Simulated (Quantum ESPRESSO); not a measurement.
Simulation results for Mg₄ZrAlSn₂ (simulated cell)

Calculation on a made-up metal alloy cell, not a measurement: no spin or spin-orbit, unrelaxed, 2900 K smearing, stress positive in tension, cell energy less fitted offsets; periodic Kohn-Sham density functional theory in plane waves with PseudoDojo standard norm-conserving scalar-relativistic pseudopotentials, each functional with its own files (v0.5 for PBE, v0.4.1 for LDA and PBEsol), eight atoms on drawn sites of a strained close-packed or body-centred lattice, each displaced and held fixed; the energy is the cell's free energy, ions and the entropy term -TS included, at the stated Fermi-Dirac width, less a fixed offset for each atom's element (shifted free energy); compositions with an open d shell lost a parallel starting moment in a cheaper test run, and other magnetic orders were not tried; an error bar is the largest change of its kind in a tighter rerun, never given below 0.002 eV, 0.02 GPa or 0.003 eV/angstrom, and covers cutoff and k-mesh only, not smearing or the files. Program: Quantum ESPRESSO 7.5.

Common to all runs: lattice type face-centred cubic; functional pbe; cutoff 1143 eV; fermi dirac smearing 0.25 eV; electrons removed 0; run command pw.x -nk 1 -in in; run processor AMD EPYC, Zen 5, virtual cores; k mesh 6 x 5 x 3 shifted half a step off Gamma on each axis.

Notes on all entries: the tin pseudopotential is less sure than most, with forces differing by about three percent from a second method on plain tin; a spin test at this wide smearing found no moment, but such smearing suppresses magnetism that the real alloy may have; lattice, volume and sites are drawn at random and may be unstable or far from any real phase; energies are for the whole cell, less offsets fitted to these runs, so they are not formation energies.

(1) Mg₄ZrAlSn₂ (simulated cell)

```xyz
8
Lattice="-4.2786 0.0277 0.0526 -2.0853 -4.3625 -2.1694 -2.1905 -4.2430 6.3747" Properties=species:S:1:pos:R:3 Mg4ZrAlSn2
Mg    -0.0233    -0.0069    -0.0961
Zr    -2.0961    -4.2961     2.1101
Al    -2.0760    -2.1951     0.2277
Mg    -4.4271    -6.4277     2.0308
Sn    -4.2836    -4.1455     4.2567
Mg    -4.3396    -3.9845    -0.0317
Sn    -4.3050    -2.0721     2.1599
Mg    -6.5486    -6.5105     4.2689
```

The calculation gives: entropy term negative ts -0.828 eV; pressure 8.91 GPa; stress xx -5.15 GPa; stress yy -10.59 GPa; stress zz -10.99 GPa; stress yz 1.81 GPa; stress xz -1.65 GPa; stress xy -0.37 GPa; shifted free energy -0.769 eV.

Atoms:
```csv
atoms element,atom site,atom energy offset (eV)
Mg,1,-1616.19
Zr,2,-1377.61
Al,3,-63.26
Mg,4,-1616.19
Sn,5,-2144.16
Mg,6,-1616.19
Sn,7,-2144.16
Mg,8,-1616.19
```

Forces:
```csv
site,x (eV/Å),y (eV/Å),z (eV/Å)
1,-0.029,-0.288,0.422
2,-0.798,0.118,0.022
3,-0.614,0.475,-0.956
4,0.954,0.27,0.187
5,-0.349,-1.134,0.27
6,0.49,-1.11,0.165
7,0.059,0.929,0.048
8,0.288,0.74,-0.158
```

Notes: error bars: energy 0.019 eV, stress 0.11 GPa, force 0.016 eV/Å, from a tighter rerun of a related cell, whose elements or sites may differ; 11 SCF iterations, 458 s of wall time on a shared machine.

(2) Mg₄ZrAlSn₂ (simulated cell)

```xyz
8
Lattice="-4.2786 0.0277 0.0526 -2.0853 -4.3625 -2.1694 -2.1905 -4.2430 6.3747" Properties=species:S:1:pos:R:3 Mg4ZrAlSn2
Mg    -0.0233    -0.0069    -0.0961
Zr    -2.0961    -4.2961     2.1101
Mg    -2.0760    -2.1951     0.2277
Al    -4.4271    -6.4277     2.0308
Sn    -4.2836    -4.1455     4.2567
Mg    -4.3396    -3.9845    -0.0317
Sn    -4.3050    -2.0721     2.1599
Mg    -6.5486    -6.5105     4.2689
```

It finds entropy term negative ts -0.788 eV; pressure 8.94 GPa; stress xx -4.96 GPa; stress yy -10.16 GPa; stress zz -11.7 GPa; stress yz 2.6 GPa; stress xz -1.51 GPa; stress xy -0.38 GPa; shifted free energy -0.726 eV.

Atoms:
```csv
atoms element,atom site,atom energy offset (eV)
Mg,1,-1616.19
Zr,2,-1377.61
Mg,3,-1616.19
Al,4,-63.26
Sn,5,-2144.16
Mg,6,-1616.19
Sn,7,-2144.16
Mg,8,-1616.19
```

Forces:
```csv
site,x (eV/Å),y (eV/Å),z (eV/Å)
1,0.003,0.058,0.262
2,-0.679,-0.714,0.798
3,-0.694,0.954,-1.185
4,0.723,0.479,0.069
5,-0.254,-1.162,0.353
6,0.494,-1.273,0.287
7,0.13,0.922,-0.049
8,0.277,0.736,-0.535
```

Notes: error bars: energy 0.019 eV, stress 0.11 GPa, force 0.016 eV/Å, from a tighter rerun of a related cell, whose elements or sites may differ; 11 SCF iterations, 552 s of wall time on a shared machine.

(3) Mg₄ZrAlSn₂ (simulated cell)

```xyz
8
Lattice="-4.2786 0.0277 0.0526 -2.0853 -4.3625 -2.1694 -2.1905 -4.2430 6.3747" Properties=species:S:1:pos:R:3 Mg4ZrAlSn2
Mg    -0.0233    -0.0069    -0.0961
Zr    -2.0961    -4.2961     2.1101
Mg    -2.0760    -2.1951     0.2277
Mg    -4.4271    -6.4277     2.0308
Sn    -4.2836    -4.1455     4.2567
Al    -4.3396    -3.9845    -0.0317
Sn    -4.3050    -2.0721     2.1599
Mg    -6.5486    -6.5105     4.2689
```

The calculation gives: entropy term negative ts -0.796 eV; pressure 8.91 GPa; stress xx -5.53 GPa; stress yy -11.67 GPa; stress zz -9.53 GPa; stress yz 1.95 GPa; stress xz -1.77 GPa; stress xy -0.41 GPa; shifted free energy -0.903 eV.

Atoms:
```csv
atoms element,atom site,atom energy offset (eV)
Mg,1,-1616.19
Zr,2,-1377.61
Mg,3,-1616.19
Mg,4,-1616.19
Sn,5,-2144.16
Al,6,-63.26
Sn,7,-2144.16
Mg,8,-1616.19
```

Forces:
```csv
site,x (eV/Å),y (eV/Å),z (eV/Å)
1,0.02,-0.048,0.528
2,-0.757,-0.269,-0.304
3,-0.695,0.719,-1.098
4,0.95,0.356,0.093
5,-0.35,-1.2,0.289
6,0.407,-0.835,0.593
7,0.106,0.764,-0.003
8,0.319,0.514,-0.098
```

Notes: error bars: energy 0.019 eV, stress 0.11 GPa, force 0.016 eV/Å, from a tighter rerun of a related cell, whose elements or sites may differ; 11 SCF iterations, 672 s of wall time on a shared machine.

(4) Mg₄ZrAlSn₂ (simulated cell)

```xyz
8
Lattice="-4.2786 0.0277 0.0526 -2.0853 -4.3625 -2.1694 -2.1905 -4.2430 6.3747" Properties=species:S:1:pos:R:3 Mg4ZrAlSn2
Mg    -0.0233    -0.0069    -0.0961
Zr    -2.0961    -4.2961     2.1101
Mg    -2.0760    -2.1951     0.2277
Mg    -4.4271    -6.4277     2.0308
Sn    -4.2836    -4.1455     4.2567
Mg    -4.3396    -3.9845    -0.0317
Sn    -4.3050    -2.0721     2.1599
Al    -6.5486    -6.5105     4.2689
```

Results for Mg₄ZrAlSn₂ (simulated cell): entropy term negative ts -0.799 eV; pressure 8.81 GPa; stress xx -6.27 GPa; stress yy -10.74 GPa; stress zz -9.42 GPa; stress yz 1.4 GPa; stress xz -1.79 GPa; stress xy -0.18 GPa; shifted free energy -0.809 eV.

Atoms:
```csv
atoms element,atom site,atom energy offset (eV)
Mg,1,-1616.19
Zr,2,-1377.61
Mg,3,-1616.19
Mg,4,-1616.19
Sn,5,-2144.16
Mg,6,-1616.19
Sn,7,-2144.16
Al,8,-63.26
```

Forces:
```csv
site,x (eV/Å),y (eV/Å),z (eV/Å)
1,0.029,0.099,0.269
2,-0.842,-0.637,0.907
3,-0.685,0.888,-1.375
4,0.961,0.313,0.362
5,-0.312,-1.174,0.277
6,0.505,-0.976,0.03
7,0.101,0.908,-0.05
8,0.243,0.579,-0.42
```

Notes: error bars: energy 0.019 eV, stress 0.11 GPa, force 0.016 eV/Å, from a tighter rerun of this cell; 11 SCF iterations, 728 s of wall time on a shared machine.
